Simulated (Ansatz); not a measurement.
A relaxed structure of Sb. Computed with PBE (plane waves to 420 eV, PAW, scalar-relativistic; Ansatz, an electronic-structure program).

```xyz
2
Lattice="2.1873 1.2629 3.8461 -2.1873 1.2629 3.8461 0.0000 -2.5257 3.8461" Properties=species:S:1:pos:R:3 pbc="T T T"
Sb     0.0000     0.0000     2.6855
Sb     0.0000     0.0000     8.8528
```

Task: Determine the symmetry and give the standard cell with its independent sites.

Result: Space group R-3m, hexagonal axes (No. 166); a = b = 4.375 Å, c = 11.538 Å, α = β = 90.00°, γ = 120.00°

```csv
atom,site,symmetry,x,y,z
Sb,6c,3m,0.0000,0.0000,0.2327
```

This is the AFLOW prototype A_hR2_166_c (A7, as in As).

Task: Give the shortest distances between elements (the closest pairs, up to four, under 3.6 Å).

Result: Sb–Sb 2.95 Å.

The volume per atom is 31.87 Å³ and the density is 6.34 g/cm³. The band gap comes out as no gap (metallic).

No spin polarisation in the result.

The run could not lose the symmetry of its start; a randomly shaken copy of 2 atoms returns to this structure.
